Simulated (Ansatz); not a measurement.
ScPt3:
```
CELL_PARAMETERS angstrom
      3.95141     0.00000     0.00000
      0.00000     3.95141     0.00000
      0.00000     0.00000     3.95141
ATOMIC_POSITIONS crystal
  Sc 0.00000 0.00000 0.00000
  Pt 0.50000 0.50000 0.00000
  Pt 0.00000 0.50000 0.50000
  Pt 0.50000 0.00000 0.50000
```

This is the PBEsol-relaxed structure.

Problem. All from the program Ansatz at the PBEsol level (PAW), unless another level is named. Give the formation energy from the elements (no fitted shifts).

Solution. -1.07 eV/atom.

Problem. What about the density of states at the Fermi level?

Solution. 0.76 states/eV per atom (mean over ±0.08 eV).

Problem. Predict the gap with spin–orbit coupling.

Solution. none (metallic).

Space group Pm-3m (Cu3Au type). The first step of the workflow began from a Materials Project structure, measured or hypothetical; the Crystallography Open Database files this formula in space group No. 221, but the cells were not matched. Its standing as an ambient phase is unchecked. Symmetry was held in the PBEsol relaxation; of distortions, only those at the zone centre were tested. No spin polarisation was allowed. The references are the lowest solids computed at this level, not always the standard phases. Scalar-relativistic: spin–orbit coupling is off unless named, which matters more the heavier the elements.

Potentials: the later of the program's two PAW sets.
